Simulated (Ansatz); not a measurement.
NbAl3:
```cif
data_Al6Nb2
_chemical_formula_sum 'Al6 Nb2'
_space_group_name_H-M_alt 'I4/mmm'
_space_group_IT_number 139
_space_group_name_Hall '-I 4 2'
_cell_length_a 3.79292
_cell_length_b 3.79292
_cell_length_c 8.50946
_cell_angle_alpha 90.000
_cell_angle_beta 90.000
_cell_angle_gamma 90.000
loop_
_atom_site_label
_atom_site_type_symbol
_atom_site_symmetry_multiplicity
_atom_site_Wyckoff_symbol
_atom_site_fract_x
_atom_site_fract_y
_atom_site_fract_z
_atom_site_occupancy
Al1 Al 2 b 0.00000 0.00000 0.50000 1
Al2 Al 4 d 0.00000 0.50000 0.25000 1
Nb1 Nb 2 a 0.00000 0.00000 0.00000 1
```
(The calculation used a cell of 4 atoms; values per cell refer to that cell.)

Relaxed at zero pressure with DFT-LDA in the program Ansatz with PAW potentials.

Task: The volume is raised by 3 % and shape and atoms relax at that volume. What pressure results, and how do the axes share the change?

Result: -3.9 GPa; a 1.0 %, b 1.0 %, c 1.1 %; the energy rises by 6 meV/atom.

Task: Give the new structure.

Result: 
Space group I4/mmm (No. 139); a = 3.829 Å, b = 3.829 Å, c = 8.600 Å, α = 90.00°, β = 90.00°, γ = 90.00°

```tsv
atom	site	symmetry	x	y	z
Al	2b	4/mmm	0.0000	0.0000	0.5000
Al	4d	-4m2	0.0000	0.5000	0.2500
Nb	2a	4/mmm	0.0000	0.0000	0.0000
```

The phase is kept; no other phase was compared at this pressure.

The workflow started from a Materials Project entry (that database holds measured and hypothetical structures alike); the Crystallography Open Database copy checked does not list it. With Al and Nb taken as one species the cell has the higher symmetry I4/mmm, so it may be an ordered model of a mixed-site phase. Whether it is the stable phase at ambient conditions was not checked. The LDA relaxation kept the symmetry of its start; of distortions, only those at the zone centre were tested. The run is not spin-polarised. Axis ratios of metals converge slowly with the k-mesh, so a and c are less sure than the volume.

Potentials: the later of the program's two PAW sets.
